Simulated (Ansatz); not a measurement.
# Sr: stationary points along a deformation path

All numbers below come from DFT r2SCAN, scalar-relativistic, plane waves, PAW (Ansatz). Settings: plane waves to 500 eV, k-mesh 12×12×8 (Γ-centred), Gaussian smearing 0.15 eV. No spin polarisation. Energies are free energies at this smearing, counted from the undisturbed cell; pressure is positive in compression.

Zero of the scan (as given, not relaxed at this level; it stands at 0.1 GPa; this form isn't the usual structure):

```
CELL_PARAMETERS angstrom
4.31000 0.00000 0.00000
-2.15500 3.73257 0.00000
0.00000 0.00000 7.05000
ATOMIC_POSITIONS crystal
Sr 0.33333 0.66667 0.25000
Sr 0.66667 0.33333 0.75000
```

At fixed volume and fractional coordinates, lengths along (0.000, 0.000, 1.000) are scaled against those across it; ρ is that ratio over its starting value. V = 56.708 Å³/atom. Δσ is the stress along the axis less the mean stress across it (compression positive).

| ρ | ΔE (meV/atom) | Δσ (GPa) | space group |
| --- | --- | --- | --- |
| 0.800 | 106.4 | 3.33 | P6_3/mmc |
| 0.850 | 62.1 | 2.82 | P6_3/mmc |
| 0.920 | 19.1 | 1.68 | P6_3/mmc |
| 0.960 | 5.8 | 0.97 | P6_3/mmc |
| 1.000 | 0.0 | 0.18 | P6_3/mmc |
| 1.050 | 4.6 | -1.01 | P6_3/mmc |
| 1.100 | 22.7 | -2.32 | P6_3/mmc |
| 1.200 | 98.4 | -5.06 | P6_3/mmc |
| 1.300 | 215.6 | -7.26 | P6_3/mmc |

Q: How does the stress give the slope of the energy, and where is the energy stationary?

A: Along the path d ln(length) is 2/3 d ln ρ on the axis and −1/3 d ln ρ across it, so dE/d ln ρ = −(2/3) V Δσ: the energy falls with ρ where Δσ is positive. Δσ vanishes or changes sign between ρ = 1.000 and 1.050, a minimum (near 1.01 by linear interpolation). Pairs of stationary points between two samples would go unseen, and could change a minimum read from distant neighbours into a maximum.

Q: Integrate that slope from ρ = 1 to 0.850 by the trapezoid rule.

A: With V/N in Å³ and 1 eV/Å³ = 160.2 GPa the slopes at ρ = 1.000, 0.960, 0.920, 0.850 are -44, -230, -396, -667 meV/atom per unit of ln ρ. The steps add 5.6 + 13.3 + 42.1 = 61.0 meV/atom, against 62.1 from the energies; the trapezoid rule misses the curvature of the slope within each step.

In a metal these slopes depend on the k mesh and the smearing.